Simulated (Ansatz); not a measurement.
**A run on TeAs2 that went wrong**

The input below was meant for crystalline TeAs2, with PBEsol, plane waves and PAW in Ansatz.

```yaml
crystal:
  lattice:
    - [-3.556454, 3.556454, 2.940516]
    - [3.556454, -3.556454, 2.940516]
    - [3.556454, 3.556454, -2.940516]
  atoms:
    - { symbol: Te, position: [0.375, 0.125, 0.75] }
    - { symbol: Te, position: [0.0, 0.0, 0.0] }
    - { symbol: As, position: [0.375, 0.625, 0.25] }
    - { symbol: As, position: [0.75, 0.25, 0.5] }
    - { symbol: As, position: [0.375, 0.625, 0.75] }
    - { symbol: As, position: [0.875, 0.625, 0.25] }
basis:
  ecutwfc: 420
kpoints:
  mp_grid: { grid: [8, 8, 8] }
hamiltonian:
  xc: pbesol
scf:
  occupations: { method: gaussian, width: 0.1 }
  max_iter: 72
output:
  forces: true
  stress: true
  eigenvalues: true
```

Command:

```bash
ansatz run input.yaml --threads 1 --pin off --max-ram 2560MiB --backend cpu --events-out ev --progress --plain --runs-dir out
```

From the log (HF is the Harris–Foulkes energy, dr2 the density residual in eV):

```text
Pseudopotential: Te, paw, valence charge 16, recommended cutoff 420 eV (normal)
Pseudopotential: As, paw, valence charge 15, recommended cutoff 420 eV (normal)
Crystal: 6 atoms, lattice volume = 148.771 Å³
Basis set: ecut = 420 eV, 2893 PW (Γ), exchange–correlation on 80×80×80 points (8 copies of the dense FFT grid, shifted against one another)
Bands: 56, of which v1, the nominal top of the filled ones, is band 46 counted from 1 (45 counted from 0)
Symmetry: 2 space group operations
Space group: Cm (ITA 8), of the structure as read, at distance tolerance 5.3e-5 Å
k-points: 150 of 512 (time reversal used)
PAW frozen core: Te, regenerated for the run's functional, and the local potential with it (the file was generated under x = pbe(κ = 0.804, μ = 0.2195), c = pbe(β = 0.0667))
PAW frozen core: As, regenerated for the run's functional, and the local potential with it (the file was generated under x = pbe(κ = 0.804, μ = 0.2195), c = pbe(β = 0.0667))
Initial density: superposition of atomic densities, corrected by the library's trained network
SCF iter   1: HF=-33053.436174 eV  Δρ=2.33e-3  dr2=9.55e-3
SCF iter   2: HF=-33053.431455 eV  Δρ=1.49e-3  dr2=3.71e-3
SCF iter   3: HF=-33053.430886 eV  Δρ=3.67e-4  dr2=2.54e-4
SCF iter   4: HF=-33053.430762 eV  Δρ=1.85e-4  dr2=8.29e-5
SCF iter   5: HF=-33053.430756 eV  Δρ=7.84e-5  dr2=1.67e-5
SCF iter   6: HF=-33053.430751 eV  Δρ=3.18e-5  dr2=2.21e-6
SCF iter   7: HF=-33053.430751 eV  Δρ=1.12e-5  dr2=2.48e-7
SCF iter   8: F=-33053.430751 eV  HF=-33053.430751 eV  Δρ=4.74e-6  dr2=4.79e-8
SCF 1 converged in 8 iterations: F = -33053.430751 eV  dr2 = 4.79e-8
SCF converged after 8 iterations
Free energy (F): -33053.430751 eV
E sigma→0 (E₀):  -33053.422637 eV
Entropy (-TS):   -0.016229 eV (-2.705 meV/atom)
Fermi energy:    9.944775 eV
--- Forces (eV/Å), atoms counted from 1 ---
  atom   1  Te    -0.77471332     0.00000000     1.01399528
  atom   2  Te     0.62734354     0.00000000    -0.73855078
  atom   3  As     0.51163220     0.00000000     0.62650178
  atom   4  As    -0.37744373     0.00000000     0.35240847
  atom   5  As     0.00658757    -0.49061334    -0.62717687
  atom   6  As     0.00658757     0.49061334    -0.62717687
--- Stress (GPa, compression-positive) ---
       -1.051221      -0.000000      -0.414920
       -0.000000      -3.190088      -0.000000
       -0.414920      -0.000000      -4.867667
  P = ⅓ Tr σ = -3.0363 GPa (-30.363 kbar)
```

**Question.** The run converged, but its numbers aren't those of the intended crystal and state. Why?

**Answer.** The fault is two atoms' positions swapped. Two unlike atoms sit on each other's sites. The cure is the atoms on their own sites.

The change to the input (which also takes the iteration limit of the reference run):

```diff
 crystal:
   atoms:
-    - { symbol: Te, position: [0.375, 0.125, 0.75] }
+    - { symbol: Te, position: [0.75, 0.25, 0.5] }
-    - { symbol: As, position: [0.75, 0.25, 0.5] }
+    - { symbol: As, position: [0.375, 0.125, 0.75] }
 scf:
-  max_iter: 72
```

Result of the mended run: a pressure of -3.78 GPa, no gap. The faulty run's energy lay 86.4 meV per atom higher.

Time of the mended run: 21 s on 1 thread of Oxide Virtual Turin-like Processor (Zen 5), on a shared host, peak memory 0.66 GiB.